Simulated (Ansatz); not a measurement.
# Data sheet: TiAu4 (DFT)

TiAu$_{4}$:
```
TiAu4
1.0
   -3.26453     3.26453     1.98826
    3.26453    -3.26453     1.98826
    3.26453     3.26453    -1.98826
Ti Au
1 4
Direct
  0.00000   0.00000   0.00000
  0.20680   0.60548   0.81228
  0.79320   0.39452   0.18772
  0.39452   0.20680   0.60133
  0.60548   0.79320   0.39867
```

Space group I4/m (No. 87); conventional cell a = b = 6.5291 Å, c = 3.9765 Å, α = β = γ = 90.00°.

Method: r²SCAN (plane waves, PAW; program Ansatz). Geometry: relaxed at this level of theory. Other levels are named where they apply.

### Cell and energy

| Property | Value |
|---|---|
| Volume per atom | 16.95 Å³ |
| Density | 16.37 g/cm³ |
| Formation energy from the elements (no fitted shifts) | -0.30 eV/atom |

### Electronic structure

| Quantity | Result |
|---|---|
| Electronic character | metallic (no gap) |
| Density of states at the Fermi level | 0.41 states/eV per atom (mean over ±0.08 eV) |
| Gap with spin–orbit coupling | none (metallic) |

### Mechanics

| Property | Value |
|---|---|
| Bulk modulus (Birch–Murnaghan fit) | 162 GPa |
| Pressure derivative B′ | 5.7 |

### Charges

| Quantity | Value |
|---|---|
| Bader charges | Ti +1.60, Au -0.40 e |

The first step of the workflow began from a Materials Project structure, measured or hypothetical; the Crystallography Open Database copy checked does not list it. With Ti and Au taken as one species the cell has the higher symmetry Fm-3m, so it may be an ordered model of a mixed-site phase. Whether it is the stable phase at ambient conditions was not checked. The cell was relaxed with r²SCAN under the symmetry of its start; its stability against distortions is not shown here. The run is not spin-polarised. Axis ratios of metals converge slowly with the k-mesh, so a and c are less sure than the volume. The references are the lowest solids computed at this level, not always the standard phases. Spin–orbit coupling is left out wherever it is not named.

Potentials: the later of the program's two PAW sets.
